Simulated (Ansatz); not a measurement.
**Equation of state of Si2W from a dense series**

```xyz
3
Lattice="-1.6060 1.6060 3.9400 1.6060 -1.6060 3.9400 1.6060 1.6060 -3.9400" Properties=species:S:1:pos:R:3 pbc="T T T"
Si    0.0000    0.0000    2.6240
Si    0.0000    0.0000    5.2560
W     0.0000    0.0000    0.0000
```

Atom numbers follow the list: Si1, Si2, W3.

The cell comes from COD entry 1010283, which wasn't checked; take it as a given geometry. It differs from other determinations.

No spin–orbit coupling, which matters for the heavy atoms here.

Method: Ansatz 0.2.0, DFT, LDA, all-electron LAPW, scalar-relativistic.

Numerical set-up: a Γ-centred 11×11×14 k mesh, Fermi–Dirac smearing of 0.05 eV, basis error target 1 meV/atom, no spin polarisation; this mesh doesn't keep the crystal's whole symmetry, which leaves small spurious terms.

The cell is scaled evenly. Fractional coordinates are held (clamped ions).

| V (Å³/atom) | P (GPa) |
| --- | --- |
| 12.737 | 7.61 |
| 13.279 | -2.86 |
| 13.414 | -5.13 |
| 13.550 | -7.28 |
| 13.685 | -9.32 |
| 13.821 | -11.24 |
| 14.092 | -14.77 |
| 14.363 | -17.92 |

Q: Fit a third-order Birch–Murnaghan curve to the pressures.

A: P = (3B0/2)(y^(7/2) − y^(5/2))[1 + (3/4)(B0′ − 4)(y − 1)] with y = (V0/V)^(2/3) fits within 0.01 GPa for V0 = 13.118 Å³/atom, B0 = 241.7 GPa and B0′ = 4.44.

Q: Predict the pressure at the withheld volume, 13.008 Å³/atom.

A: There y = 1.0056, so the fit gives 2.08 GPa; the run gave 2.08 GPa.
